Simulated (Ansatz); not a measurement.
LiAg (CsCl type, Pm-3m) at seven volumes, plane-wave PAW PBEsol (Ansatz code), scaled uniformly. One row is withheld.

| V (Å³/atom) | P (GPa) |
|---|---|
| 13.681 | 5.91 |
| 14.132 | 3.59 |
| 14.583 | 1.64 |
| 15.034 | 0.00 |
| 15.485 | ? |
| 15.936 | -2.53 |
| 16.387 | -3.49 |

Fit the shown pressures and predict the withheld one.

Third-order Birch–Murnaghan: P = (3/2)B₀(x^(7/2) − x^(5/2))[1 + (3/4)(B′ − 4)(x − 1)] with x = (V₀/V)^(2/3). Least squares on the six rows gives V₀ = 15.035 Å³/atom, B₀ = 49.89 GPa, B′ = 4.82. At V = 15.485, x = 0.9805 and P = -1.37 GPa. The run itself gave -1.37 GPa.

The workflow started from an entry of the Crystallography Open Database (COD). Whether it is the stable phase at ambient conditions was not checked. The PBEsol relaxation kept the symmetry of its start; its stability against distortions is not shown here. No spin polarisation was allowed.

Potentials: the later of the program's two PAW sets.
